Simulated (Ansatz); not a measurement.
Y₃Ge₅:
```
Y3Ge5
1.0
    0.00000     8.56548     6.80601
    2.85039     0.00000     6.80601
    2.85039     8.56548     0.00000
Y Ge
6 10
Direct
  0.75494   0.75494   0.74506
  0.50494   0.50494   0.49506
  0.81525   0.18001   0.84793
  0.18001   0.81525   0.15682
  0.09318   0.40207   0.06999
  0.40207   0.09318   0.43475
  0.97634   0.72577   0.89310
  0.72577   0.97634   0.40479
  0.84521   0.35690   0.52423
  0.35690   0.84521   0.27366
  0.83243   0.50306   0.99399
  0.50306   0.83243   0.67051
  0.57949   0.25601   0.74694
  0.25601   0.57949   0.41757
  0.05410   0.05410   0.94590
  0.30410   0.30410   0.19590
```

Relaxed with PBEsol.

### Question
Map the electron localisation function on the plane through (0.755, 0.755, 0.745) spanned by u = [1, 1, -1] and v = [-1, 1, 1] in lattice vectors, from the program Ansatz at the PBEsol level (PAW).

### Answer
x is the fraction of u, y of v (the angle between them is 90°; rows are the nearest grid lines); atoms in the plane: Y at (0.00, 0.00), Y at (0.50, 0.50), Ge at (0.05, 0.50), Ge at (0.55, 0.00).
```
|-%@+ :---::-==-:..-=   :-==-:.::--. +@%-|
|+%@= :==-::-==-:..-+   --==-:.::--: =@@+|
|@@#..-+=-..-+++=-.-+-:-=++=:..:=+*+..%@@|
|@%=..=+=:..-+**+=:-++===++-:..:=##*-.=%@|
|+=..:++=:..-+***+-:+*+++++-:..:+#%%+..=+|
|...:=++=:..:+*##*-:-***+++-:..:+#%%*:...|
|=+*++++=:..:+#%%#-...:-=++=:..:+###*-::=|
|***++++-:..:+#%%*..::..-++=:..:+****-:=*|
|*++=+++-:..:=#%#=.:**:.:=+=:..-+***=:-+*|
|+=-==++-:..:=*#*:.*@@*..=+=:..-+*++-:-++|
|=   -===::.:-==: =@@@@= :==-::-===-..-+=|
|-   :-==-:.::--. +@%%@+ :=--::-==-:..-=-|
|-   :-==-:.::--. +@%%@+ :=--::-==-:..-=-|
|=   -===::.:-==: =@@@@= :==-::-===-..-+=|
|+=-==++-:..:=*#*:.*@@*..=+=:..-+*++-:-++|
|*++=+++-:..:=#%#=.:**:.:=+=:..-+***=:-+*|
|***++++-:..:+#%%*..::..-++=:..:+****-:=*|
|=+*++++=:..:+#%%#-...:-=++=:..:+###*-::=|
|...:=++=:..:+*##*-:-***+++-:..:+#%%*:...|
|+=..:++=:..-+***+-:+*+++++-:..:+#%%+..=+|
|@%=..=+=:..-+**+=:-++===++-:..:=##*-.=%@|
|@@#..-+=-..-+++=-.-+-:-=++=:..:=+*+..%@@|
|+%@= :==-::-==-:..-+   --==-:.::--: =@@+|
|-%@+ :---::-==-:..-=   :-==-:.::--. +@%-|
```
Scale: ten equal steps from 0.009 (start of ' ') to 0.852 (end of '@'), in the order ' .:-=+*#%@'; x runs from 0.000 to 1.00, y from 0.000 (bottom) to 1.00 (top).

The density is the valence pseudo-density with augmentation charge, so density and ELF within about 1 Å of a nucleus are not all-electron values.

Space group Fdd2. The workflow started from a Materials Project entry (that database holds measured and hypothetical structures alike); the Crystallography Open Database copy checked does not list it. Whether it is the stable phase at ambient conditions was not checked. Symmetry was held in the PBEsol relaxation; whether a distortion lowers the energy is not shown. No spin polarisation was allowed.

Potentials: the later of the program's two PAW sets.
